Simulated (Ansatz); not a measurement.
A distorted cell of ScAl3 (Cu3Au type):

```yaml
crystal:
  lattice:
    - [4.10550, 0.00000, 0.00000]
    - [0.00000, 4.10550, 0.00000]
    - [0.00000, 0.00000, 4.10550]
  atoms:
    - { symbol: Al, position: [0.00000, 0.50000, 0.49188] }
    - { symbol: Al, position: [0.50000, 0.50000, 0.00346] }
    - { symbol: Al, position: [0.50000, 0.00000, 0.49188] }
    - { symbol: Sc, position: [0.00000, 0.00000, 0.00767] }
```

All values below come from PBE (plane waves to 420 eV, PAW, scalar-relativistic; Ansatz, a first-principles code). k mesh 11×11×11 (Γ-centred), Fermi-Dirac smearing 0.05 eV. Compression counts positive. With partly filled bands, energies and forces of such displacements shift with the k mesh and the smearing. ScAl3 is run without spin polarisation. ScAl3 was relaxed with its symmetry unable to fall.

Question: What forces act on the atoms (eV/Å, Cartesian)?

Answer: 
```json
[
 {"atom": "Al1", "Fx": "0.000", "Fy": "0.000", "Fz": "0.360"},
 {"atom": "Al2", "Fx": "0.000", "Fy": "0.000", "Fz": "-0.156"},
 {"atom": "Al3", "Fx": "0.000", "Fy": "0.000", "Fz": "0.360"},
 {"atom": "Sc4", "Fx": "0.000", "Fy": "0.000", "Fz": "-0.564"}
]
```

(A displaced cell: forces are minus the slopes of the energy, force constants its curvatures, and phonons follow from these.)
